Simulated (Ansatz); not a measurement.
A geometry of Rh away from equilibrium: step 12 of the relaxation of a randomly generated symmetric cell of Rh (space group No. 65). The numbers are results of PBE (plane waves to 420 eV, PAW, scalar-relativistic; Ansatz, an electronic-structure program), not measurements. Γ-centred k-mesh 15×15×10 on the run's cell (coarser than for final values), Fermi–Dirac smearing 0.05 eV.

```xyz
1
Lattice="1.3387 -2.1964 0.0000 1.3387 2.1964 0.0000 0.0000 0.0000 2.5572" Properties=species:S:1:pos:R:3:forces:R:3 pbc="T T T" free_energy=-6402.423 pressure_GPa=5.2
Rh     0.0000     0.0000     1.2786    0.0000    0.0000    0.0000
```

Positions in Å, forces in eV/Å, free energy of the cell in eV (comparable only within this code, potentials and settings). Largest force: all forces are below 0.005 eV/Å; the geometry lies 0.03 eV/atom above the end of its relaxation.

No spin polarisation in the result.

The run could not lose the symmetry of its start: the end is stationary, and may be a saddle point rather than a minimum.

The end of the path is a generated cell of Rh: the first start was made by a random draw of sites in a space group, and the end was not matched to a known phase here, so it may be hypothetical. Known forms of Rh include space group No. 225.
